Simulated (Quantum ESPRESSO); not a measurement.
```cif
data_I2Mg
_chemical_formula_sum 'Mg1 I2'
_space_group_name_H-M_alt 'P-3m1'
_space_group_IT_number 164
_space_group_name_Hall '-P 3 2"'
_cell_length_a 4.12555
_cell_length_b 4.12555
_cell_length_c 6.82678
_cell_angle_alpha 90.000
_cell_angle_beta 90.000
_cell_angle_gamma 120.000
loop_
_atom_site_label
_atom_site_type_symbol
_atom_site_symmetry_multiplicity
_atom_site_Wyckoff_symbol
_atom_site_fract_x
_atom_site_fract_y
_atom_site_fract_z
_atom_site_occupancy
Mg1 Mg 1 a 0.00000 0.00000 0.00000 1
I1 I 2 d 0.33333 0.66667 0.24575 1
```

Cell and atoms were relaxed with PBE+D3(BJ) from Materials Project entry mp-23205, within its symmetry.

Question: What does PBEsol (pw.x of Quantum ESPRESSO, ONCV potentials, scalar-relativistic) give for the electronic structure near the Fermi level?

Answer: The PBEsol gap is indirect, 3.45 eV, from Γ to 25 % of the way from L to M; the smallest direct gap is 3.62 eV. Without spin-orbit coupling, band edges of such heavy elements can be off by tenths of an eV.
